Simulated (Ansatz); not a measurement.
Space group P6_3/mmc (No. 194). a = 2.903 Å, b = 2.903 Å, c = 10.435 Å, α = 90.00°, β = 90.00°, γ = 120.00°
| atom | site | symmetry | x | y | z |
| --- | --- | --- | --- | --- | --- |
| Li | 2a | -3m. | 0.0000 | 0.0000 | 0.0000 |
| Nb | 2d | -6m2 | 0.3333 | 0.6667 | 0.7500 |
| O | 4f | 3m. | 0.3333 | 0.6667 | 0.1232 |

Equation of state of this LiNbO$_{2}$ structure (not necessarily the ground state), with shape and atoms relaxed at each volume where symmetry leaves them free. Method: DFT r2SCAN, scalar-relativistic, plane waves, PAW in Ansatz.

Plane waves to 500 eV, a k mesh through Γ of 12×12×4 on the computed 8-atom cell and Gaussian smearing (0.02 eV); no spin polarisation.

| V (Å³/atom) | E − E(largest V) (meV/atom) | P (GPa) | gap on mesh (eV) |
| --- | --- | --- | --- |
| 8.380 | 46.19 | 27.05 | 1.96 |
| 8.665 | 5.83 | 18.46 | 1.93 |
| 8.951 | -20.46 | 11.24 | 1.90 |
| 9.237 | -34.91 | 5.14 | 1.87 |
| 9.522 | -39.37 | -0.02 | 1.84 |
| 9.808 | -35.36 | -4.37 | 1.82 |
| 10.094 | -24.19 | -8.07 | 1.80 |
| 10.475 | 0.00 | -12.14 | 1.77 |

Fit a third-order Birch–Murnaghan equation to E(V).

V0 = 9.52 Å³/atom, B0 = 158 GPa, B0' = 4.6.

The gaps are read on the mesh, which can miss the band edges, so they can be too wide.